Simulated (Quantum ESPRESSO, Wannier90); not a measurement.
Wannierisation of GeSe (rock salt)

Cell from Materials Project (mp-10759), symmetrised, no further relaxation. Not found in the COD (Crystallography Open Database) copy used, which has the formula in other groups; not checked further. Level: PBEsol, spinors with spin-orbit coupling; pw.x of Quantum ESPRESSO at 69 Ry with PseudoDojo potentials, 8×8×8 k-points, Wannier90. Density: 10×10×10 mesh, Gaussian smearing 0.01 Ry. The gap is small at this level and was sampled on the meshes and a path alone.

On the energy scale of pw.x, whose zero is arbitrary, the valence-band maximum lies at 10.29 eV.

Input w.win:

```
num_bands = 23
num_wann = 16
exclude_bands = 1-20,44-50
spinors = true
num_iter = 1000
conv_tol = 1.0e-6
conv_window = 4
dis_num_iter = 1000
dis_conv_tol = 1.0e-6
dis_froz_max = 11.95
write_hr = true
write_u_matrices = true
begin projections
f=-0.01503,0.00555,0.00199: s;p
f=0.48958,0.49991,0.51401: s;p
end projections
begin unit_cell_cart
ang
    0.0000000000    2.8084550000    2.8084550000
    2.8084550000    0.0000000000    2.8084550000
    2.8084550000    2.8084550000    0.0000000000
end unit_cell_cart
begin atoms_frac
Ge   0.0000000000  0.0000000000  0.0000000000
Se   0.5000000000  0.5000000000  0.5000000000
end atoms_frac
mp_grid = 8 8 8
begin kpoints
0.0000000000 0.0000000000 0.0000000000
0.0000000000 0.0000000000 0.1250000000
0.0000000000 0.0000000000 0.2500000000
... (509 more lines: the 8x8x8 mesh through Gamma)
end kpoints
```

Input of pw2wannier90.x that gives the overlap and projection files (equivalent; here they were cut from one run over all bands):

```
&inputpp
  outdir = './out'
  prefix = 'pwscf'
  seedname = 'w'
  write_amn = .true.
  write_mmn = .true.
/
```

Output w.wout (banner and timings cut):

```
                                    ------
                                    SYSTEM
                                    ------

                              Lattice Vectors (Ang)
                    a_1     0.000000   2.808455   2.808455
                    a_2     2.808455   0.000000   2.808455
                    a_3     2.808455   2.808455   0.000000

                   Unit Cell Volume:      44.30293  (Ang^3)

                        Reciprocal-Space Vectors (Ang^-1)
                    b_1    -1.118620   1.118620   1.118620
                    b_2     1.118620  -1.118620   1.118620
                    b_3     1.118620   1.118620  -1.118620

 *----------------------------------------------------------------------------*
 |   Site       Fractional Coordinate          Cartesian Coordinate (Ang)     |
 +----------------------------------------------------------------------------+
 | ge   1   0.00000   0.00000   0.00000   |    0.00000   0.00000   0.00000    |
 | se   1   0.50000   0.50000   0.50000   |    2.80845   2.80845   2.80845    |
 *----------------------------------------------------------------------------*
                                ------------
                                K-POINT GRID
                                ------------

             Grid size =  8 x  8 x  8      Total points =  512

 *---------------------------------- MAIN ------------------------------------*
 |  Number of Wannier Functions               :                16             |
 |  Number of Objective Wannier Functions     :                16             |
 |  Number of input Bloch states              :                23             |
 |  Output verbosity (1=low, 5=high)          :                 1             |
 |  Timing Level (1=low, 5=high)              :                 1             |
 |  Optimisation (0=memory, 3=speed)          :                 3             |
 |  Length Unit                               :               Ang             |
 |  Post-processing setup (write *.nnkp)      :                 F             |
 |  Using Gamma-only branch of algorithms     :                 F             |
 *----------------------------------------------------------------------------*
 *------------------------------- WANNIERISE ---------------------------------*
 |  Total number of iterations                :              1000             |
 |  Number of CG steps before reset           :                 5             |
 |  Trial step length for line search         :             2.000             |
 |  Convergence tolerence                     :         0.100E-05             |
 |  Convergence window                        :                 4             |
 |  Iterations between writing output         :                 1             |
 |  Iterations between backing up to disk     :               100             |
 |  Write r^2_nm to file                      :                 F             |
 |  Write xyz WF centres to file              :                 F             |
 |  Write on-site energies <0n|H|0n> to file  :                 F             |
 |  Use guiding centre to control phases      :                 F             |
 |  Use phases for initial projections        :                 F             |
 *----------------------------------------------------------------------------*
 *------------------------------- DISENTANGLE --------------------------------*
 |  Using band disentanglement                :                 T             |
 |  Total number of iterations                :              1000             |
 |  Mixing ratio                              :             0.500             |
 |  Convergence tolerence                     :         1.000E-06             |
 |  Convergence window                        :                 3             |
 *----------------------------------------------------------------------------*
 *-------------------------------- PLOTTING ----------------------------------*
 |  Plotting Hamiltonian in WF basis          :                 T             |
 *----------------------------------------------------------------------------*

 *---------------------------------- K-MESH ----------------------------------*
 +----------------------------------------------------------------------------+
 |                    Distance to Nearest-Neighbour Shells                    |
 |                    ------------------------------------                    |
 |          Shell             Distance (Ang^-1)          Multiplicity         |
 |          -----             -----------------          ------------         |
 |             1                   0.242188                      8            |
 |             2                   0.279655                      6            |
 |             3                   0.395492                     12            |
 |             4                   0.463755                     24            |
 |             5                   0.484376                      8            |
 |             6                   0.559310                      6            |
 |             7                   0.609494                     24            |
 |             8                   0.625327                     24            |
       ... (lines left out)
 +----------------------------------------------------------------------------+
 | The b-vectors are chosen automatically                                     |
 | The following shells are used:                       1                     |
 +----------------------------------------------------------------------------+
 |                        Shell   # Nearest-Neighbours                        |
 |                        -----   --------------------                        |
 |                          1               8                                 |
 +----------------------------------------------------------------------------+
 | Completeness relation is fully satisfied [Eq. (B1), PRB 56, 12847 (1997)]  |
 +----------------------------------------------------------------------------+
 |                  b_k Vectors (Ang^-1) and Weights (Ang^2)                  |
 |                  ----------------------------------------                  |
 |            No.         b_k(x)      b_k(y)      b_k(z)        w_b           |
 |            ---        --------------------------------     --------        |
 |             1         0.139827    0.139827   -0.139827     6.393301        |
 |             2         0.139827   -0.139827    0.139827     6.393301        |
 |             3        -0.139827    0.139827    0.139827     6.393301        |
 |             4         0.139827    0.139827    0.139827     6.393301        |
 |             5        -0.139827   -0.139827    0.139827     6.393301        |
 |             6        -0.139827    0.139827   -0.139827     6.393301        |
 |             7         0.139827   -0.139827   -0.139827     6.393301        |
 |             8        -0.139827   -0.139827   -0.139827     6.393301        |
 +----------------------------------------------------------------------------+
 |                           b_k Directions (Ang^-1)                          |
 |                           -----------------------                          |
 |            No.           x           y           z                         |
 |            ---        --------------------------------                     |
 |             1         0.139827    0.139827   -0.139827                     |
 |             2         0.139827   -0.139827    0.139827                     |
 |             3        -0.139827    0.139827    0.139827                     |
 |             4         0.139827    0.139827    0.139827                     |
 +----------------------------------------------------------------------------+

 Starting a new Wannier90 calculation ...

 Reading overlaps from w.mmn

 Reading projections from w.amn

 *------------------------------- DISENTANGLE --------------------------------*
 +----------------------------------------------------------------------------+
 |                              Energy  Windows                               |
 |                              ---------------                               |
 |                   Outer:   -4.58106  to   24.50024  (eV)                   |
 |                   Inner:   -4.58106  to   11.95000  (eV)                   |
 +----------------------------------------------------------------------------+
   Number of target bands to extract:   16

                   Unitarised projection of Wannier functions
                   ------------------------------------------
   A_mn = <psi_m|g_n> --> S = A.A^+ --> U = S^-1/2.A
   In dis_project... done
   Using an inner window (linner = T)
   In dis_proj_froz... done

                   Extraction of optimally-connected subspace
                   ------------------------------------------
 +---------------------------------------------------------------------+<-- DIS
 |  Iter     Omega_I(i-1)      Omega_I(i)      Delta (frac.)           |<-- DIS
 +---------------------------------------------------------------------+<-- DIS
       1      23.58213856      21.65373476       8.906E-02    <-- DIS
       2      22.15233024      21.39752205       3.528E-02    <-- DIS
       3      21.71100051      21.27492754       2.050E-02    <-- DIS
       4      21.45297011      21.20339441       1.177E-02    <-- DIS
       5      21.30136318      21.15713647       6.817E-03    <-- DIS
       6      21.21034017      21.12470511       4.054E-03    <-- DIS
       ... (lines left out)
      85      20.97383070      20.97385167      -9.997E-07    <-- DIS
      86      20.97383147      20.97385109      -9.355E-07    <-- DIS
      87      20.97383222      20.97385058      -8.753E-07    <-- DIS

             <<<      Delta < 1.000E-06  over  3 iterations     >>>
             <<< Disentanglement convergence criteria satisfied >>>

        Final Omega_I    20.97385058 (Ang^2)

 +----------------------------------------------------------------------------+

 Writing checkpoint file w.chk... done

 *------------------------------- WANNIERISE ---------------------------------*
 +--------------------------------------------------------------------+<-- CONV
 | Iter  Delta Spread     RMS Gradient      Spread (Ang^2)            |<-- CONV
 +--------------------------------------------------------------------+<-- CONV

 ------------------------------------------------------------------------------
 Initial State
  WF centre and spread    1  (  0.017560, -0.034395, -0.023092 )     1.41898343
  WF centre and spread    2  (  0.017549, -0.034407, -0.023106 )     1.41948034
  WF centre and spread    3  ( -0.000065, -0.000557,  0.025320 )     2.47033591
  WF centre and spread    4  ( -0.000043, -0.000627,  0.025529 )     2.47086055
  WF centre and spread    5  ( -0.020580, -0.000565, -0.000150 )     2.47093196
  WF centre and spread    6  ( -0.020499, -0.000577, -0.000091 )     2.47233487
  WF centre and spread    7  ( -0.000009,  0.033469, -0.000096 )     2.47045823
  WF centre and spread    8  (  0.000012,  0.033828, -0.000097 )     2.46569171
  WF centre and spread    9  (  2.843405,  2.818363,  2.782293 )     1.03239285
  WF centre and spread   10  (  2.843405,  2.818364,  2.782288 )     1.03238959
  WF centre and spread   11  (  2.809331,  2.808717,  2.832951 )     1.76266576
  WF centre and spread   12  (  2.809334,  2.808771,  2.833108 )     1.76297278
  WF centre and spread   13  (  2.775792,  2.808692,  2.807826 )     1.76168534
  WF centre and spread   14  (  2.775839,  2.808709,  2.807807 )     1.76252534
  WF centre and spread   15  (  2.809326,  2.799368,  2.807857 )     1.76406989
  WF centre and spread   16  (  2.809288,  2.799603,  2.807809 )     1.76159343
  Sum of centres and spreads ( 22.469644, 22.466756, 22.466154 )    30.29937197

      0     0.303E+02     0.0000000000       30.2993719742  <-- CONV
        O_D=      0.0036136 O_OD=      9.3219078 O_TOT=     30.2993720 <-- SPRD
 ------------------------------------------------------------------------------
      1    -0.144E+00     0.1737048668       30.1549394906  <-- CONV
        O_D=      0.0016187 O_OD=      9.1794702 O_TOT=     30.1549395 <-- SPRD
      2    -0.138E+00     0.2369818921       30.0172768382  <-- CONV
        O_D=      0.0041747 O_OD=      9.0392515 O_TOT=     30.0172768 <-- SPRD
      3    -0.666E-01     0.1959526117       29.9507233984  <-- CONV
        O_D=      0.0040368 O_OD=      8.9728360 O_TOT=     29.9507234 <-- SPRD
      4    -0.276E-01     0.1246128240       29.9231137178  <-- CONV
        O_D=      0.0015443 O_OD=      8.9477188 O_TOT=     29.9231137 <-- SPRD
      5    -0.121E-01     0.0815704751       29.9110422056  <-- CONV
        O_D=      0.0003134 O_OD=      8.9368783 O_TOT=     29.9110422 <-- SPRD
       ... (lines left out)
    100    -0.107E-02     0.0205475412       25.6613892984  <-- CONV
        O_D=      0.0006267 O_OD=      4.6869120 O_TOT=     25.6613893 <-- SPRD
       ... (lines left out)
    200    -0.194E-05     0.0008203073       25.6360764817  <-- CONV
        O_D=      0.0003683 O_OD=      4.6618576 O_TOT=     25.6360765 <-- SPRD
       ... (lines left out)
    218    -0.861E-06     0.0006759705       25.6360524035  <-- CONV
        O_D=      0.0003683 O_OD=      4.6618335 O_TOT=     25.6360524 <-- SPRD
    219    -0.461E-06     0.0004865134       25.6360519426  <-- CONV
        O_D=      0.0003683 O_OD=      4.6618331 O_TOT=     25.6360519 <-- SPRD
    220    -0.426E-06     0.0003575052       25.6360515169  <-- CONV
        O_D=      0.0003683 O_OD=      4.6618327 O_TOT=     25.6360515 <-- SPRD
             <<<     Delta < 1.000E-06  over  4 iterations     >>>
             <<< Wannierisation convergence criteria satisfied >>>
 Final State
  WF centre and spread    1  (  0.296147, -0.361242, -0.319932 )     1.84228403
  WF centre and spread    2  (  0.295346, -0.360877, -0.321163 )     1.84164084
  WF centre and spread    3  (  0.115254, -0.095017,  0.544774 )     1.84300778
  WF centre and spread    4  (  0.116545, -0.095803,  0.544485 )     1.84346408
  WF centre and spread    5  ( -0.551867, -0.076229, -0.093243 )     1.84292439
  WF centre and spread    6  ( -0.552050, -0.076037, -0.091987 )     1.84342547
  WF centre and spread    7  (  0.143628,  0.529427, -0.134696 )     1.84290670
  WF centre and spread    8  (  0.143442,  0.529902, -0.134121 )     1.83965881
  WF centre and spread    9  (  3.135800,  3.023587,  2.510536 )     1.36000442
  WF centre and spread   10  (  3.135897,  3.023365,  2.510376 )     1.36050819
  WF centre and spread   11  (  2.900252,  2.939048,  3.273339 )     1.36260781
  WF centre and spread   12  (  2.900340,  2.939301,  3.273350 )     1.36225667
  WF centre and spread   13  (  2.354974,  2.951803,  2.683448 )     1.36176228
  WF centre and spread   14  (  2.355108,  2.951977,  2.683475 )     1.36235310
  WF centre and spread   15  (  2.844168,  2.321564,  2.764919 )     1.36471927
  WF centre and spread   16  (  2.843853,  2.321678,  2.765126 )     1.36252770
  Sum of centres and spreads ( 22.476838, 22.466448, 22.458685 )    25.63605152

         Spreads (Ang^2)       Omega I      =    20.973850577
        ================       Omega D      =     0.000368285
                               Omega OD     =     4.661832655
    Final Spread (Ang^2)       Omega Total  =    25.636051517
```
